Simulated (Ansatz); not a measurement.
Li3Hg:
```
CELL_PARAMETERS angstrom
      0.00000     3.22628     3.22628
      3.22628     0.00000     3.22628
      3.22628     3.22628     0.00000
ATOMIC_POSITIONS crystal
  Li 0.25000 0.25000 0.25000
  Li 0.75000 0.75000 0.75000
  Hg 0.00000 0.00000 0.00000
  Li 0.50000 0.50000 0.50000
```

Relaxed with PBEsol. Special points in fractions of this cell's reciprocal vectors: Γ (0.000, 0.000, 0.000); X (0.500, 0.000, 0.500); U (0.625, 0.250, 0.625); K (0.375, 0.375, 0.750); L (0.500, 0.500, 0.500); W (0.500, 0.250, 0.750).

Q: List the band energies nearest the Fermi level at these points for plane-wave PAW PBEsol (Ansatz code).

A: In eV from the Fermi level; about four levels below and three above (degenerate sets whole), none deeper than 8.9 eV; points with the same levels are listed once.

```json
[
 {"k": "Γ", "below": "-7.25 -7.25 -7.25 -7.06 -7.06 -6.59", "above": "3.26 3.26 3.26"},
 {"k": "X", "below": "-4.58 -1.77 -0.35 -0.35", "above": "2.61 5.00 9.80 9.80"},
 {"k": "U", "below": "-7.04 -4.67 -1.40 -1.27", "above": "0.22 3.49 6.03"},
 {"k": "L", "below": "-7.02 -7.02 -5.16 -2.43", "above": "2.23 2.23 3.63 3.63"},
 {"k": "W", "below": "-4.61 -1.12 -1.12 -0.72", "above": "4.60 6.37 6.68 6.68"}
]
```

Space group Fm-3m. The workflow started from an entry of the Crystallography Open Database (COD). Its standing as an ambient phase is unchecked. The cell was relaxed with PBEsol under the symmetry of its start; of distortions, only those at the zone centre were tested. Spin–orbit coupling is left out wherever it is not named.

Potentials: the later of the program's two PAW sets.
